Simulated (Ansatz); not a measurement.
Starting cell, CdS (zinc blende):

```
CdS
1.0
    0.00000     5.87780     5.87780
    2.93890     0.00000     2.93890
    2.93890     2.93890     0.00000
S Cd
2 2
Direct
  0.37500   0.75000   0.75000
  0.87500   0.75000   0.75000
  0.00000   0.00000   0.00000
  0.50000   0.00000   0.00000
```

The atoms are displaced by Q × the pattern below (from a DFPT mode at L = (0.5, 0.0, 0.0), largest move 1; Q in Å), at fixed cell. (q is in reciprocal vectors of the primitive cell; the cell shown is doubled to hold the pattern.)

```
atom       x       y       z
----  ------  ------  ------
S1     0.577  -0.577  -0.577
S2    -0.577   0.577   0.577
Cd3   -0.051   0.051   0.051
Cd4    0.051  -0.051  -0.051
```

The numbers are results of r2SCAN (plane waves to 500 eV, PAW, scalar-relativistic; Ansatz, an electronic-structure program), not measurements. k mesh 5×10×10 (Γ-centred), Fermi-Dirac smearing 0.05 eV. Energies are smeared free energies. CdS was relaxed with its symmetry unable to fall. The zero of ΔE is the undisplaced structure.

```
Q (Å)    ΔE (meV/cell)
-------  -------------
-0.1000          107.0
-0.0833           74.1
-0.0667       withheld
-0.0500           26.6
-0.0333           11.8
-0.0167            3.0
0.0000             0.0
0.0167             3.0
0.0333            11.8
0.0500            26.6
0.0667        withheld
0.0833            74.1
0.1000           107.0
```

Fit an even polynomial form (powers 2, 4) to the given rows and predict ΔE at Q = -0.0667.

Least squares on the 11 given rows: ΔE = (10630)·Q² + (7227)·Q⁴, in meV/cell with Q in Å; root-mean-square residual 0.02 meV/cell. At -0.0667 the fit gives 47.4 meV/cell; the calculation gives 47.4 meV/cell, the same to the digits shown. The quadratic term alone would give 47.3 meV/cell.

(A displaced cell: forces are minus the slopes of the energy, force constants its curvatures, and phonons follow from these.)
